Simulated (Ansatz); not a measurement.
CoSn (CoSn type, space group P6/mmm)

```yaml
crystal:
  lattice:
    - [5.29399, 0.00000, 0.00000]
    - [-2.64700, 4.58473, 0.00000]
    - [0.00000, 0.00000, 4.23543]
  atoms:
    - { symbol: Co, position: [0.50000, 0.00000, 0.00000] }
    - { symbol: Co, position: [0.50000, 0.50000, 0.00000] }
    - { symbol: Co, position: [0.00000, 0.50000, 0.00000] }
    - { symbol: Sn, position: [0.00000, 0.00000, 0.00000] }
    - { symbol: Sn, position: [0.33333, 0.66667, 0.50000] }
    - { symbol: Sn, position: [0.66667, 0.33333, 0.50000] }
```

Scan: atom 2 (Co, nearest neighbour Sn at 2.612 Å; its periodic images, 4.2 Å or more away, move with it) is displaced along Cartesian z, direction (0.000, 0.000, 1.000) in Cartesian axes, by s. The other atoms stay.

The numbers are results of PBE (plane waves to 420 eV, PAW, scalar-relativistic; Ansatz, a program for electronic structure), not measurements. k mesh 8×8×9 (Γ-centred), Fermi-Dirac smearing 0.05 eV. E stands for the smeared free energy. Compression counts positive. With partly filled bands, energies and forces of such displacements shift with the k mesh and the smearing. CoSn is run without spin polarisation. CoSn was relaxed with its symmetry unable to fall. ΔE is measured from the undisplaced structure.

Task: Predict the ΔE (meV/cell) and P (GPa) at s (Å) = -0.260, -0.208, -0.156, -0.104, -0.052, 0.052, 0.208, 0.260.

Result: 
```
s (Å)   ΔE (meV/cell)  P (GPa)
------  -------------  -------
-0.260            240      1.5
-0.208            148      1.0
-0.156             81      0.5
-0.104             35      0.2
-0.052              9      0.1
0.052               9      0.1
0.208             148      1.0
0.260             240      1.5
```

(For displaced atoms, the force is minus the slope of the energy, and its curvature is a force constant, which sets phonon frequencies.)
